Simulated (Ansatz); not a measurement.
One crystal and one scan (scan of one atom of the cell) at two levels, PBE (plane waves to 420 eV, PAW, scalar-relativistic; Ansatz, an electronic-structure program) and PBEsol (plane waves to 420 eV, PAW, scalar-relativistic; Ansatz), each from its own relaxed cell and on its own mesh.

The crystal is InSb (zinc blende); one Sb atom of a 2-atom cell moves by s along Cartesian z, with its periodic images.

E stands for the smeared free energy. InSb was relaxed with its symmetry unable to fall. Spin-orbit coupling is left out, though Sb is heavy. With partly filled bands, energies and forces of such displacements shift with the k mesh and the smearing.

```tsv
quantity	run 1	run 2
Lattice constant a (Å)	6.519	6.635
Force constant k = d²E/ds² at s = 0 (finite differences) (eV/Å²)	6.53	5.90
Zone-centre optical wavenumber from k (cm⁻¹)	173	165
```

Problem. Which run is which level?

Solution. Run 2 is PBE, run 1 is PBEsol. PBE gives the higher value for: lattice constant a. PBE gives the lower value for: force constant k = d²E/ds² at s = 0; zone-centre optical wavenumber from k. (PBE) At this level the bands of InSb touch or barely overlap; measurements give the solid a gap. (PBEsol) At this level the bands of InSb touch or barely overlap; measurements give the solid a gap. Both give the same shape of the curve: a single well with its minimum at or next to zero displacement. Neither level is exact: the differences show how much the result hangs on the functional.

(For displaced atoms, the force is minus the slope of the energy, and its curvature is a force constant, which sets phonon frequencies.)
